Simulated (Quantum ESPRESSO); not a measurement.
## Different elements on one site among Rh Sn W Zr

Calculated results; nothing here was measured. They come from Quantum ESPRESSO 7.5, a public plane-wave density functional program. Each row is one single-point run on a made-up periodic cell of eight metal atoms, with elements, volume, strain and displacements drawn at random and not relaxed, so a cell may be unstable or far from any real phase. There is no spin polarisation or spin-orbit coupling.

Settings: PBE unless stated; PseudoDojo standard norm-conserving files; Fermi-Dirac width 0.25 eV, which means electrons at about 2900 K; cutoff 1197 eV; 8 x 5 x 3 k mesh shifted half a step off Gamma. E is the free energy of the whole cell (internal energy minus TS), so a -TS column is already part of it. Stress is positive in tension, and the pressure P is minus a third of its trace.

Checks: one run of this series was repeated at a higher cutoff and on a denser mesh, which moved values by no more than 0.005 eV, 0.10 GPa and 0.005 eV/Å, and a second program with other atomic files agreed on it to 2 % rms in force and 0.5 GPa in pressure. Known limits: the tin pseudopotential is less sure than most, with forces differing by about three percent from a second method on plain tin; heavy elements are run without spin-orbit coupling, which real alloys of them have; a spin test at this wide smearing found no moment, but such smearing suppresses magnetism that the real alloy may have.

The lattice is hexagonal close-packed, and the cell vectors in Å are (2.937, 0.010, 0.028); (1.416, -2.415, -4.488); (1.451, 7.508, -4.622), a volume of 132.11 Å³. The elements on sites 1 to 8 are Zr Rh X Rh W W Sn Rh. The runs change X and keep the cell and the displaced positions. The column v is a rough volume for each atom of the pure element, close to PBE values, from general knowledge and not from these runs. Energies are left out, as each element's file has its own zero.

```
run   X  v (Å³)  -TS (eV)  force on X (eV/Å)  rms force (eV/Å)  P (GPa)
  1  Hf    22.5    -1.572              0.306             0.962    10.81
  2  Rh    14.1    -1.603              0.655             0.745    -0.48
  3  Al    16.5         ?                  ?                 ?        ?
  4  Zr    23.4    -1.590              0.376             0.986    11.15
  5  Au    18.0    -1.469              0.744             0.858     5.67
```

## Worked fit

A straight line through the runs shown gives P = -17.8 + 1.259 v GPa with v in Å³, an error of 0.103 on the slope and a scatter of 0.77 GPa. At this fixed volume the pressure tends to rise with the size of X.

## Withheld run

Question: what pressure should run 3, with Al, give?

The fit gives 2.97 ± 0.91 GPa. The calculation gave 2.23 GPa.
